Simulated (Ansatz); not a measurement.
# V2InC, first-principles data

V2InC:
```
CELL_PARAMETERS angstrom
      2.98549     0.00000     0.00000
     -1.49274     2.58551     0.00000
      0.00000     0.00000    13.43767
ATOMIC_POSITIONS crystal
  V  0.33333 0.66667 0.07790
  V  0.66667 0.33333 0.92210
  V  0.66667 0.33333 0.57790
  V  0.33333 0.66667 0.42210
  In 0.33333 0.66667 0.75000
  In 0.66667 0.33333 0.25000
  C  0.00000 0.00000 0.00000
  C  0.00000 0.00000 0.50000
```

Space group P6_3/mmc (No. 194); conventional cell a = b = 2.9855 Å, c = 13.4377 Å, α = β = 90.00°, γ = 120.00°.

Method: plane-wave PAW PBEsol (Ansatz code). The cell and atoms are relaxed at this level. Other levels are named where they apply.

Cell and energy:

Volume per atom: 12.97 Å³
Density: 7.32 g/cm³
Formation energy from the elements (no fitted shifts): -0.43 eV/atom

Electronic structure:

- Electronic character: metallic (no gap)
- Density of states at the Fermi level: 0.61 states/eV per atom (mean over ±0.08 eV)
- Gap with spin–orbit coupling: none (metallic)

Mechanics:

Bulk modulus (Birch–Murnaghan fit): 168 GPa
Pressure derivative B′: 4.9
Elastic constants (relaxed ions, GPa): C11 = 321, C12 = 79.3, C13 = 105, C33 = 293, C44 = 116
Mechanical stability: stable (all eigenvalues of C positive)
Hill bulk and shear moduli: 168 and 113 GPa
Young's modulus: 277 GPa
Poisson's ratio: 0.22
Debye temperature from the elastic constants: 552 K

Phonons:

- Highest zone-centre frequency: 700 cm⁻¹
- Zone-centre stability: no imaginary mode at Γ

The first step of the workflow began from a Materials Project structure, measured or hypothetical; the Crystallography Open Database copy checked does not list it. Whether it is the stable phase at ambient conditions was not checked. The cell was relaxed with PBEsol under the symmetry of its start. The run is not spin-polarised. As this level gives no gap, shear constants depend on the k-mesh and smearing (Fermi–Dirac, 0.1 eV here). As this level gives no gap, phonon frequencies hold no LO–TO term and depend on the k-mesh and smearing (Fermi–Dirac, 0.1 eV here). The references are the lowest solids computed at this level, not always the standard phases. Spin–orbit coupling is left out wherever it is not named.

Potentials: the later of the program's two PAW sets.
